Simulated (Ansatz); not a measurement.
KTaO3 (cubic perovskite, Pm-3m), a = 3.9893 Å, b = 3.9893 Å, c = 3.9893 Å, α = 90.00°, β = 90.00°, γ = 90.00°.

Relaxed with r²SCAN in the plane-wave PAW code Ansatz. Indices refer to the conventional cell of Pm-3m, a = 3.9893 Å, b = 3.9893 Å, c = 3.9893 Å, α = 90.00°, β = 90.00°, γ = 90.00°.

Q: Simulate the powder diffraction pattern (Cu Kα1, λ = 1.54056 Å; lines above 1 %) up to 2θ = 90°.

A: Simulated powder pattern, Cu Kα1, λ = 1.54056 Å (kinematic, ideal powder, no thermal factors, no anomalous dispersion; the 30 strongest lines at most, above 1 %, up to 2θ = 90°):

```tsv
2θ (°)	d (Å)	I/Imax (%)	hkl
22.27	3.989	69	(100)
31.69	2.821	100	(110)
39.08	2.303	8.0	(111)
45.43	1.995	32	(200)
51.16	1.784	32	(210)
56.45	1.629	40	(211)
66.20	1.410	19	(220)
70.80	1.330	16	(221)+(300)
75.26	1.262	18	(310)
79.64	1.203	4.8	(311)
83.96	1.152	6.6	(222)
88.24	1.106	7.4	(320)
```

The r²SCAN relaxation kept the symmetry of its start; phonons on a q-mesh show no instability. The run is not spin-polarised. Spin–orbit coupling is left out wherever it is not named.

Potentials: the earlier of the program's two PAW sets.
